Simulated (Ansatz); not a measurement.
Level of theory: DFT PBE, scalar-relativistic, plane waves, PAW (Ansatz). All cells share a 420 eV cutoff and Γ-centred k meshes spaced at most about 0.3 Å⁻¹ (about 0.25 or finer for metals, 2π included). No spin polarisation in the final relaxations.

These are static total energies at zero pressure.

Two forms of Ba3SbS2 were relaxed alike.

A.

```
CELL_PARAMETERS angstrom
2.24278 1.29487 12.45058
-2.24278 1.29487 12.45058
0.00000 -2.58974 12.45058
ATOMIC_POSITIONS crystal
Ba 0.73230 0.73230 0.73230
Ba 0.26770 0.26770 0.26770
Ba 0.50000 0.50000 0.50000
Sb 0.00000 0.00000 0.00000
S 0.11639 0.11639 0.11639
S 0.88361 0.88361 0.88361
```

B.

```
CELL_PARAMETERS angstrom
8.17587 0.00000 0.00000
-4.08794 7.08052 0.00000
0.00000 0.00000 4.01719
ATOMIC_POSITIONS crystal
Ba 0.50000 0.50000 0.50000
Ba 0.50000 0.00000 0.50000
Ba 0.00000 0.50000 0.50000
Sb 0.00000 0.00000 0.00000
S 0.66667 0.33333 0.00000
S 0.33333 0.66667 0.00000
```

Problem. Which would you expect to be lower, and how large is the difference?

Solution. A is lower, by 249 meV/atom. A has space group R-3m (No. 166), 36.2 Å³/atom and no gap on its mesh; B has space group P6/mmm (No. 191), 38.8 Å³/atom and no gap. Counting S or Sb atoms around Ba (for each partner element, those within 1.25 times its shortest distance or 1.15 times the sum of covalent radii, where it is the nearest in units of that sum or under 1.3; a plus sign parts groups by distance over the sum of covalent radii), A has Ba 6 and B has Ba 4+4. The denser one is the lower, and pressure would at first widen the difference. In A, Ba on a site of symmetry 3m is surrounded by 3 S at 3.21 Å and 3 Sb at 3.57 Å; Sb has 6 Ba at 3.57 Å, 2 S at 4.35 Å and 6 Sb at 4.49 Å; S has 6 Ba at 3.20–3.21 Å and 1 Sb at 4.35 Å; 1 more site not described. In B, Ba is surrounded by 4 S at 3.10 Å, 6 Ba at 4.02–4.09 Å and 4 Sb at 4.55 Å; around Sb lie 2 Sb at 4.02 Å and 12 Ba at 4.55 Å; around S lie 6 Ba at 3.10 Å. Both come from invented guesses. A third cell relaxed alike, in P-3m1, lies 26 meV/atom below the lower of the two.

Spin–orbit coupling, which can matter for Sb, is left out. In R-3m, P6/mmm an odd number of electrons in the primitive cell allows no gap without spin; a larger cell or a magnetic state could open one. Cells relaxed within their symmetry can be saddle points.
